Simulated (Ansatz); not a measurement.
SiO2 in space group I4/mmm (No. 139; Si on 8h, O on 8f, O on 8i), the program Ansatz at the r²SCAN level (PAW). The conduction-band minimum lies at Γ, with 1 equivalent valley. Second derivatives d²E/dk² of the lowest band at one valley (eV·Å²), along Cartesian directions:

```
direction  d²E/dk²
---------  -------
[100]        12.34
[010]        12.34
[001]        12.63
[110]        12.34
[101]        12.49
[011]        12.49
```

**Question.** Find the principal effective masses, the density-of-states mass and the conductivity mass.

**Answer.** Off-diagonal terms follow from H_xy = H[110] − (H_xx + H_yy)/2, and m*/mₑ = 7.620 eV·Å² over each eigenvalue: 0.60, 0.62, 0.62. One valley's DOS mass (m₁m₂m₃)^(1/3) = 0.61, conductivity mass 3/(Σ 1/mᵢ) = 0.61 mₑ.

**Question.** What effective density of states Nc follows at 300 K for parabolic valleys?

**Answer.** Nc = 2.509e19 × 1 × (0.61)^(3/2) ≈ 1.2e19 cm⁻³.

The workflow started from a Materials Project entry (that database holds measured and hypothetical structures alike); the Crystallography Open Database copy checked does not list it. It is not the phase usual at ambient conditions (space group No. 92, 152, 154). The r²SCAN relaxation kept the symmetry of its start. At this level the phase is dynamically unstable (imaginary phonons).

Potentials: the later of the program's two PAW sets.

Edges and masses are those of Kohn–Sham bands, whose gap is no quasiparticle gap.
